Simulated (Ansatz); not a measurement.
The cell is a database entry far from equilibrium at this level of theory, probably a faulty or high-pressure entry; it serves as a test geometry alone.

An input for Re and the output that it gave: DFT, PBEsol, all-electron LAPW, scalar-relativistic (Ansatz 0.2.0).

Command: `ansatz run input.yaml --threads 1 --pin off --max-ram 3072MiB --backend cpu --events-out ev --progress --plain --runs-dir out` The run took 2.1 min on 1 thread of Intel(R) Xeon(R) Platinum 8375C CPU @ 2.90GHz (Ice Lake) (shared host), peak memory 1.2 GiB.

```yaml
crystal:
  lattice:
    - [2.6029010724, 0.0, 0.0]
    - [-1.3014505362, 2.2541784522, 0.0]
    - [0.0, 0.0, 4.162]
  atoms:
    - { symbol: Re, position: [0.3333333333, 0.6666666667, 0.25] }
    - { symbol: Re, position: [0.6666666667, 0.3333333333, 0.75] }
kpoints:
  mp_grid: { grid: [18, 18, 10] }
  band_path:
    path:
      - [0.0, 0.0, 0.0]
      - [0.5, 0.0, 0.0]
      - [0.3333333333, 0.3333333333, 0.0]
      - [0.0, 0.0, 0.0]
      - [0.0, 0.0, 0.5]
      - [0.5, 0.0, 0.5]
      - [0.3333333333, 0.3333333333, 0.5]
      - [0.0, 0.0, 0.5]
      - [0.5, 0.0, 0.5]
    npoints: 14
scf:
  occupations: { method: fermi_dirac, width: 0.05 }
hamiltonian:
  xc: pbesol
  pseudopotentials: { kind: all_electron, lapw: { basis_error: 0.00025 } }
output:
  forces: true
  stress: true
  eigenvalues: true
  populations: true
  dos: { projected: true, de: 0.2, e_range: [-14, 8] }
```

Output:

```
Re: projections on atomic orbitals take those of the free atom 1s2 2s2 2p6 3s2 3p6 3d10 4s2 4p6 4d10 4f14 5s2 5p6 5d5 6s2, of charge +0.00 (hamiltonian.pseudopotentials.projection_atoms)
LAPW: plane waves up to 10.073 Å⁻¹, error target 2.5e-4 eV per atom; small_component_spin mean_spin; Re in spheres of 1.283 Å, 45 of its electrons in bands, Dirac shells []
Engine: ansatz 0.2.0
Pseudopotentials: kind: all_electron
Pseudopotential: Re, LAPW, valence charge 45, Koelling and Harmon's equation, gaussian nucleus
Functional definition: PBEsol
  exchange = pbesol_x
  correlation = pbesol_c
Crystal: 2 atoms, lattice volume = 24.420 Å³
Basis set: ecut = 386.5660601540279 eV, 403 PW (Γ), exchange–correlation at level 2
Bands: 54, of which v1, the nominal top of the filled ones, is band 45 counted from 1 (44 counted from 0)
Symmetry: 24 space group operations
Space group: P63/mmc (ITA 194), of the structure as read, at distance tolerance 2.9e-5 Å
k-points: 222 of 3240
Non-local potential: Re, projectors of the file, none
Initial density: superposition of atomic densities (chi_scale 0.1, normalization cell)
Initial wavefunctions: plane waves of lowest kinetic energy (no species holds an atomic orbital)
Functional: x = pbesol(κ = 0.804, μ = 0.12345679012345678), c = pbesol(β = 0.046)
iter 1 solved again at ethr=1.04e-4 eV; its pass at ethr=1.00e-1 eV (dr2=9.38e-2 eV) is discarded
SCF iter   1: F=—  HF=-908043.343759 eV  |F-HF|=—  |Δ(HF+E_count)|=         —  Δρ=3.10e-2  dr2=9.42e-2  ethr=1.04e-4  ⟨swp⟩=3.0  Hψ=74516  notcnv=0
preconditioner: auto → Kerker (q_TF=auto, 3.391 Å⁻¹)  [metal: Δε(μ)=0.048 eV  Ē_g=38.191 eV  σ=0.050 eV  W_gap=0.23  n_scr=22 (ndim 8)  ℏωp=55.2 eV  f_vac=0.000  D(μ)=1.26/eV (n_scr^D=10)]
SCF iter   2: F=—  HF=-908043.079442 eV  |F-HF|=—  |Δ(HF+E_count)|=   2.64e-1  Δρ=1.48e-2  dr2=2.77e-2  ethr=1.04e-4  ⟨swp⟩=2.0  Hψ=37078  notcnv=0
SCF iter   3: F=—  HF=-908043.059401 eV  |F-HF|=—  |Δ(HF+E_count)|=   2.00e-2  Δρ=9.50e-3  dr2=1.32e-2  ethr=3.08e-5  ⟨swp⟩=2.0  Hψ=35163  notcnv=0
SCF iter   4: F=—  HF=-908043.055963 eV  |F-HF|=—  |Δ(HF+E_count)|=   3.44e-3  Δρ=4.97e-3  dr2=4.36e-3  ethr=1.46e-5  ⟨swp⟩=2.0  Hψ=35163  notcnv=0
iter 5 solved again at ethr=2.63e-7 eV; its pass at ethr=4.84e-6 eV (dr2=2.37e-4 eV) is discarded
SCF iter   5: F=—  HF=-908043.055657 eV  |F-HF|=—  |Δ(HF+E_count)|=   3.06e-4  Δρ=1.08e-3  dr2=2.36e-4  ethr=2.63e-7  ⟨swp⟩=2.0  Hψ=59673  notcnv=0
SCF iter   6: F=—  HF=-908043.055658 eV  |F-HF|=—  |Δ(HF+E_count)|=   1.10e-6  Δρ=2.71e-4  dr2=1.28e-5  ethr=2.63e-7  ⟨swp⟩=2.0  Hψ=35164  notcnv=0
SCF iter   7: F=—  HF=-908043.055657 eV  |F-HF|=—  |Δ(HF+E_count)|=   1.21e-6  Δρ=6.45e-5  dr2=1.01e-6  ethr=1.42e-8  ⟨swp⟩=2.0  Hψ=35164  notcnv=0
SCF iter   8: F=-908043.055657 eV  HF=-908043.055657 eV  |F-HF|=2.12e-8  |Δ(HF+E_count)|=   2.26e-7  Δρ=1.66e-5  dr2=5.21e-8  ethr=1.12e-9  ⟨swp⟩=2.0  Hψ=35164  notcnv=0
SCF 1 converged in 8 iterations: F = -908043.055657 eV  dr2 = 5.21e-8
NSCF: frozen V_eff on 113 k-points
SCF converged after 8 iterations
Free energy (F): -908043.055657 eV
Harris-Foulkes:  -908043.055657 eV  (|F-HF|=2.12e-8)
Internal energy: -908043.044357 eV  (E = F + TS)
E sigma→0 (E₀):  -908043.050007 eV
Entropy (-TS):   -0.011300 eV (-5.650 meV/atom)
Fermi energy:    37.684204 eV
--- Per-component energies (eV) ---
  E_band       = -8763.514233
  E_kinetic    = 1020338.838076
  E_xc         = -17835.621853
  E_electrostatic = -1910546.260580  (all electrons and nuclei)
  E_smearing   = -0.011300  (= −TS)
  E_closure    = 0.000000  (closes the sum)
  E_atoms      = -908019.370850  (free atoms, spherical and without spin; not in F)
  Σ components = -908043.055657   (vs F -908043.055657, Δ=0.00e0)
  Basis errors (estimates in eV, not in F): energy 5.8e-5 per atom: plane waves 4.7e-5 (2.4e-5 summed), levels above the bands 1.1e-137, relativity 9.0e-9, radial functions 1.1e-5, core shells 1.0e-7; eigenvalues (radial functions only) 1.2e-6; not estimated: angular momenta, meshes, grids; target (lapw.basis_error) 2.5e-4; muffin-tin radii Re 1.283 Å
--- Forces (eV/Å), atoms counted from 1 ---
  atom   1  Re    -0.00000000     0.00000000     0.00000000
  atom   2  Re     0.00000000    -0.00000000     0.00000000
  max |Σ_I F_I| component: 1.85e-17 eV/Å
--- Stress (GPa, compression-positive) ---
       97.215109       0.000000       0.000000
       -0.000000      97.215109       0.000000
        0.000000       0.000000     105.518360
  P = ⅓ Tr σ = 99.9829 GPa (999.829 kbar)
--- Band table (eV; the first three rows and the last of 222) ---
  k-point 0: bands = ["-402.5889", "-402.5889", "-402.5889", "-402.5889", "-402.5857", "-402.5857", "-211.2100", "-211.2100", "-211.2100", "-211.2100", "-211.2077", "-211.2076", "-211.2071", "-211.2071", "-211.2071", "-211.2071", "-42.0484", "-41.7569", "-5.2118", "-3.2721", "-3.2721", "-2.9402", "-2.9402", "-2.8628", "1.1420", "1.1422", "1.1458", "1.1653", "1.1653", "1.1715", "1.1715", "1.1722", "1.1722", "1.1844", "1.2016", "1.2016", "1.2061", "1.2092", "26.6315", "29.5997", "35.4884", "35.4884", "35.6964", "36.6497", "36.6497", "37.7192", "37.7192", "39.1110", "41.9216", "41.9216", "50.1396", "51.0845", "53.4625", "56.2437"]
  k-point 1: bands = ["-402.5889", "-402.5889", "-402.5889", "-402.5889", "-402.5857", "-402.5857", "-211.2100", "-211.2100", "-211.2100", "-211.2100", "-211.2077", "-211.2076", "-211.2071", "-211.2071", "-211.2071", "-211.2071", "-42.0414", "-41.7642", "-5.1599", "-3.2641", "-3.2641", "-2.9485", "-2.9485", "-2.9272", "1.1387", "1.1453", "1.1467", "1.1616", "1.1616", "1.1705", "1.1705", "1.1762", "1.1762", "1.1838", "1.2025", "1.2025", "1.2062", "1.2091", "26.7872", "29.6365", "35.4024", "35.4024", "35.5997", "36.5402", "36.5402", "37.9564", "37.9564", "38.6928", "41.9688", "41.9688", "50.6661", "50.7223", "54.2288", "55.6185"]
  k-point 2: bands = ["-402.5889", "-402.5889", "-402.5889", "-402.5889", "-402.5857", "-402.5857", "-211.2100", "-211.2100", "-211.2100", "-211.2100", "-211.2077", "-211.2076", "-211.2071", "-211.2071", "-211.2071", "-211.2071", "-42.0211", "-41.7852", "-5.0079", "-3.2409", "-3.2409", "-3.1115", "-2.9724", "-2.9724", "1.1366", "1.1440", "1.1521", "1.1572", "1.1572", "1.1663", "1.1663", "1.1819", "1.1833", "1.1833", "1.2041", "1.2041", "1.2064", "1.2089", "27.2339", "29.7267", "35.2450", "35.2450", "35.3416", "36.2593", "36.2593", "37.6679", "38.5550", "38.5550", "42.0344", "42.0344", "50.2724", "51.9876", "54.4248", "55.8340"]
  k-point 221: bands = ["-402.5889", "-402.5889", "-402.5889", "-402.5889", "-402.5857", "-402.5857", "-211.2100", "-211.2100", "-211.2100", "-211.2100", "-211.2076", "-211.2076", "-211.2071", "-211.2071", "-211.2071", "-211.2071", "-41.7185", "-41.7185", "-4.7466", "-4.7466", "-4.2474", "-4.2474", "-3.2783", "-3.2783", "1.1514", "1.1514", "1.1644", "1.1644", "1.1717", "1.1717", "1.1778", "1.1778", "1.1807", "1.1807", "1.1824", "1.1824", "1.1887", "1.1887", "31.9222", "31.9222", "33.0017", "33.0017", "35.2686", "35.2686", "37.6523", "37.6523", "41.8893", "41.8893", "49.6162", "49.6162", "50.8931", "50.8931", "53.3786", "53.3786"]
--- Löwdin populations: 2 sites ---
  site symbol       q [e]
     0     Re     74.8938
     1     Re     74.8938
  spilling = 0.001416 (of n_electrons = 150.000000)
```
